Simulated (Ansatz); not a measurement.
A relaxed structure of GaN is spoiled in several ways and relaxed again each time (noise and exchanges are one random draw each; pressure is positive under compression). The numbers are results of PBEsol (plane waves to 420 eV, PAW, scalar-relativistic; Ansatz, an electronic-structure program), not measurements.

Space group F-43m (No. 216); a = b = c = 4.498 Å, α = β = γ = 90.00°

```csv
atom,site,symmetry,x,y,z
N,4c,-43m,0.2500,0.2500,0.2500
Ga,4a,-43m,0.0000,0.0000,0.0000
```
(The calculation used a cell of 2 atoms; values per cell refer to that cell.)

| change | first pressure (GPa) | first V (Å³/atom) | released (eV/atom) | moves | outcome | final group | E − E(parent) (eV/atom) |
|---|---|---|---|---|---|---|---|
| with every coordinate shifted by Gaussian noise of σ = 0.3 Å | 16.2 | 11.38 | 0.56 | 5 | returns to the parent | F-43m | 0.000 |
| with every coordinate shifted by Gaussian noise of σ = 0.1 Å | 0.6 | 11.38 | 0.019 | 4 | returns to the parent | F-43m | 0.000 |
| deformed by the Cartesian strain tensor (xx, yy, zz, yz, xz, xy) = (-0.060, -0.056, 0.066, 0.014, 0.047, -0.092) | 25.4 | 10.63 | 0.50 | 9 | returns to the parent | F-43m | 0.000 |
| doubled along one cell vector, shaken by Gaussian noise of σ = 0.08 Å a coordinate | 3.4 | 11.38 | 0.11 | 4 | returns to the parent | F-43m | 0.000 |

First-step values come from each run's starting, coarser k-mesh (9×9×9, 9×8×10, 9×9×5). The runs use different k-meshes, so differences are rounded accordingly. No spin polarisation in the result.
